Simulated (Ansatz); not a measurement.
Input and command of a plane-wave DFT calculation in Ansatz:

```yaml
crystal:
  lattice:
    - [6.9852757883, 0.0, 0.0]
    - [-3.4926378941, 6.0494262851, 0.0]
    - [0.0, 0.0, 5.6067615945]
  atoms:
    - { symbol: K, position: [0.3333333333, 0.6666666667, 0.25] }
    - { symbol: K, position: [0.6666666667, 0.3333333333, 0.75] }
    - { symbol: "Y", position: [0.833, 0.666, 0.25] }
    - { symbol: "Y", position: [0.167, 0.833, 0.75] }
    - { symbol: "Y", position: [0.334, 0.167, 0.25] }
    - { symbol: "Y", position: [0.167, 0.334, 0.75] }
    - { symbol: "Y", position: [0.833, 0.167, 0.25] }
    - { symbol: "Y", position: [0.666, 0.833, 0.75] }
basis:
  ecutwfc: 420
kpoints:
  mp_grid: { grid: [3, 3, 4] }
hamiltonian:
  xc: pbe
scf:
  occupations: { method: gaussian, width: 0.1 }
  lower_state_search: "off"
output:
  forces: true
  stress: true
  eigenvalues: true
relax:
  adjacent_minimum: "off"
  f_tol: 0.04
  max_steps: 70
  cell: { stress_tol: 0.4 }
```

```bash
ansatz run input.yaml --threads 1 --pin off --max-ram 2560MiB --backend cpu --events-out ev --progress --plain --runs-dir out
```

Processor: Arm Neoverse V1, 1 thread, on a host shared with other jobs.

How long does it run, and how much memory does it take?

About 59 s on 1 thread of Arm Neoverse V1, on a shared host, peak memory 0.53 GiB. It solves 51 bands at 9 k points (the mesh reduced by the symmetry that the task leaves, which can be less than the crystal's) with about 6085 plane waves (on the last cell), in 42 SCF iterations over 7 ionic steps.
